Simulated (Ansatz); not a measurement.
## Ti₃Sn, first-principles data

Ti3Sn:
Space group Cmcm (No. 63); a = 5.6957 Å, b = 10.3792 Å, c = 4.6920 Å, α = β = γ = 90.00°

| atom | site | symmetry | x | y | z |
|---|---|---|---|---|---|
| Ti | 4c | m2m | 0.0000 | 0.1772 | 0.2500 |
| Ti | 8g | ..m | 0.2586 | 0.4265 | 0.2500 |
| Sn | 4c | m2m | 0.0000 | 0.6674 | 0.2500 |
(The calculation used a cell of 8 atoms; values per cell refer to that cell.)

Space group Cmcm (No. 63); conventional cell a = 5.6957 Å, b = 10.3792 Å, c = 4.6920 Å, α = β = γ = 90.00°.

Method: DFT-PBEsol in the program Ansatz with PAW potentials. Geometry: relaxed at this level of theory. Other levels are named where they apply.

Cell and energy:

```
Quantity                                                       Value
-----------------------------------------------------  -------------
Volume per atom                                             17.34 Å³
Density                                                   6.28 g/cm³
Formation energy from the elements (no fitted shifts)  -0.34 eV/atom
```

Electronic structure:

```
Quantity                                                                     Value
------------------------------------  --------------------------------------------
Electronic character                                             metallic (no gap)
Density of states at the Fermi level  0.85 states/eV per atom (mean over ±0.08 eV)
Gap with spin–orbit coupling                                       none (metallic)
```

Mechanics:

```
Item                                  Value
----------------------------------  -------
Bulk modulus (Birch–Murnaghan fit)  126 GPa
Pressure derivative B′                  4.1
```

Phonons:

```
Item                                            Value
-----------------------------  ----------------------
Highest zone-centre frequency                34.7 meV
Zone-centre stability          no imaginary mode at Γ
```

The workflow started from a Materials Project entry (that database holds measured and hypothetical structures alike); the Crystallography Open Database copy checked does not list it. Its standing as an ambient phase is unchecked. The PBEsol relaxation kept the symmetry of its start. The run is not spin-polarised. As this level gives no gap, phonon frequencies hold no LO–TO term and depend on the k-mesh and smearing (Fermi–Dirac, 0.1 eV here). Axis ratios of metals converge slowly with the k-mesh, so a and c are less sure than the volume. The references are the lowest solids computed at this level, not always the standard phases. Spin–orbit coupling is left out wherever it is not named.

Potentials: the later of the program's two PAW sets.
